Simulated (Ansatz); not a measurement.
# One compound in many structure types

Screening note. Relaxing one composition in several structure types shows which are competitive, which pressure would favour, and how volume and gap change with structure.

The yardstick is RhSi, WC type, P-6m2. The reference is the lowest phase computed, which need not be the stable form in nature.

Where the numbers come from (Ansatz, a plane-wave PAW program): energy: PBE, total energy at 0 K with the change to a 700 eV cutoff added (comparable within one formula alone); volume per atom: PBE, relaxed cell; gap: PBE; bulk modulus: PBE, equation-of-state fit.

Working rules: ΔE = E − E_ref; ΔV = V − V_ref; temperature scale ΔE/k_B = 11.605 K/meV × ΔE.

```tsv
crystal	E (eV/atom)	V (Å³/atom)	gap (eV)	B₀ (GPa)	ΔE (meV/atom)	ΔV (Å³/atom)	ΔE/k_B (K)
RhSi, NbAs type, I4₁md	−3520.001	13.97	0.00	181	35.0	−0.86	410
RhSi, WC type, P-6m2, reference	−3520.036	14.83	0.00	183	0.0	0.00	0
RhSi, NiAs type	−3519.996	14.86	0.00	184	40.0	0.03	460
RhSi, CoSn type, P6/mmm	−3519.841	15.63	0.00	180	195.0	0.80	2300
```

Model phases, started by placing the elements on a structure type or from a typed cell, with no claim that they are known: RhSi, NbAs type, I4₁md; RhSi, WC type, P-6m2; RhSi, NiAs type; RhSi, CoSn type, P6/mmm. Dynamically unstable, with imaginary phonons beyond 50i cm⁻¹ at the level named: RhSi, CoSn type, P6/mmm (PBE). No gap (0.00) means none at this level, which can close a small real gap. Spin–orbit coupling is left out unless named.

Arithmetic for RhSi, NiAs type:

1. ΔE = 1000 × (−3519.996 − (−3520.036)) = 40.0 meV/atom
2. ΔV = 14.86 − 14.83 = 0.03 Å³/atom
3. ΔE/k_B: 11.605 × 40.0 = 460 K

Ranking by ΔE, lowest first: RhSi, WC type, P-6m2 (0.0 ± 5.0), RhSi, NbAs type, I4₁md (35.0 ± 5.0) ≈ RhSi, NiAs type (40.0 ± 5.0), RhSi, CoSn type, P6/mmm (195.0 ± 5.0). The ± follows from allowances picked for this note (energy 0.004 eV/atom, 3 meV/atom on the figure itself), carried to first order and added in quadrature, each row's own inputs moving alone; ≈ joins neighbours closer than their two ± added in quadrature.

Pareto front for low ΔE and low volume per atom: RhSi, WC type, P-6m2 (0.0, 14.83); RhSi, NbAs type, I4₁md (35.0, 13.97). The reference is on the front.

Denser than the reference, so favoured by pressure; with fixed volumes the enthalpies cross at P ≈ 0.1602 ΔE/|ΔV|: RhSi, NbAs type, I4₁md 0.1602 × 35.0/0.86 = 6.5 GPa. Each is against the reference alone, so another phase may come first, and differences in compressibility move them.

Vibrational free energy is left out, and phases that were not computed could lie lower. Rows are a sample of the computed phases of this formula. Limits of the draw: a spread of over 30 meV/atom, none over 0.9 eV/atom above the reference, within 8 meV/atom of the lowest or within 3 meV/atom of a neighbour. As a rule kept out of such tables: 4f compounds, open-shell compounds run without a Hubbard term, cells close to a higher symmetry, and runs set to a pressure or over 12 % in volume from the crystal's fullest run.
